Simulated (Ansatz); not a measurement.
Data:

C:
```
CELL_PARAMETERS angstrom
      0.00000     1.78578     1.78578
      1.78578     0.00000     1.78578
      1.78578     1.78578     0.00000
ATOMIC_POSITIONS crystal
  C  0.75000 0.75000 0.75000
  C  0.50000 0.50000 0.50000
```

This is the PBE-relaxed structure.

Q: All from the program Ansatz at the PBE level (PAW), unless another level is named. Give the smallest direct gap on the standard path.

A: 5.58 eV.

Q: Next, the band gap?

A: 4.13 eV (indirect).

Q: Next, the conduction-band minimum?

A: on the Γ–X line, 73 % of the way from Γ (6 equivalent valleys).

Q: Give the valence-band maximum.

A: at Γ.

Space group Fd-3m (diamond). The cell was relaxed with PBE under the symmetry of its start.

Potentials: the later of the program's two PAW sets.
